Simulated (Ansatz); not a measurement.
# CsSnI3 (cubic perovskite) under strain

CsSnI3, cubic perovskite, relaxed with r2SCAN in Ansatz. The symmetry is Pm-3m (No. 221, cubic); a = 6.241 Å in the conventional setting, 48.63 Å³ an atom. Around Cs lie 12 I at 4.41 Å; around Sn lie 6 I at 3.12 Å; around I lie 2 Sn at 3.12 Å and 4 Cs at 4.41 Å.

The axes x, y and z are those of this cell:
```
CELL_PARAMETERS angstrom
6.24149 0.00000 0.00000
0.00000 6.24149 0.00000
0.00000 0.00000 6.24149
ATOMIC_POSITIONS crystal
Cs 0.00000 0.00000 0.00000
Sn 0.50000 0.50000 0.50000
I 0.50000 0.50000 0.00000
I 0.50000 0.00000 0.50000
I 0.00000 0.50000 0.50000
```

Unstrained: PBE gives a direct gap of 0.383 eV at R. The r2SCAN gap is direct at R: 0.504 eV. The HSE06 gap is direct at R: 0.847 eV. Meshes: PBE 4×4×4, r2SCAN 4×4×4, HSE06 2×2×2. Strains are changes of length per length. After each strain the atoms were relaxed again with r2SCAN in this cell and within any symmetry left, so distortions that break it or need a larger cell weren't tested; points keep the names that they have in the unstrained zone. Values at 0 K without nuclear motion; spin polarisation is off, and the phase may be a hypothetical one.

Changes of the least gap in eV (an overlap counts as a negative gap):
```
                          strain  volume change (%)  space group     PBE  r2SCAN   HSE06  energy rise, r2SCAN (meV/atom)
isotropic -4.0 % on every length              -11.5        Pm-3m  -0.383  -0.504  -0.613                            43.9
isotropic -3.0 % on every length               -8.7        Pm-3m  -0.383  -0.462  -0.445                            24.3
```

Isotropic -4.0 % on every length. PBE: gap 0.38 before, 0 after (eV); it has closed. r2SCAN: gap 0.50 before, 0 after (eV); it has closed. HSE06: the gap goes from 0.847 to 0.234 eV (-0.613 eV). Stress change with r2SCAN, compression positive: xx +2.73, yy +2.73, zz +2.73 GPa. For HSE06, dE_g/d ln V = 5.0 eV over this step.

Isotropic -3.0 % on every length. PBE: gap 0.38 before, 0 after (eV); it has closed. HSE06: the gap goes from 0.847 to 0.402 eV (-0.445 eV). Stress change with r2SCAN, compression positive: xx +1.93, yy +1.93, zz +1.93 GPa. For HSE06, dE_g/d ln V = 4.9 eV over this step.

No spin-orbit coupling is included; it can move band edges with weight on the heavy atoms by tenths of an eV.

The meshes of the hybrids are coarse, so their gaps aren't converged to the digits shown.
